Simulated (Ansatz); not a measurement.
With PBE in the plane-wave PAW code Ansatz, Be in the hcp (Mg type) structure (P6_3/mmc) relaxes to a = 2.263 Å, c = 3.567 Å. Be has 12 nearest neighbours from 2.21 Å (anticuboctahedral).

Electronic character: metallic (no gap).

The PBE relaxation kept the symmetry of its start. Axis ratios of metals converge slowly with the k-mesh, so a and c are less sure than the volume.

Potentials: the later of the program's two PAW sets.
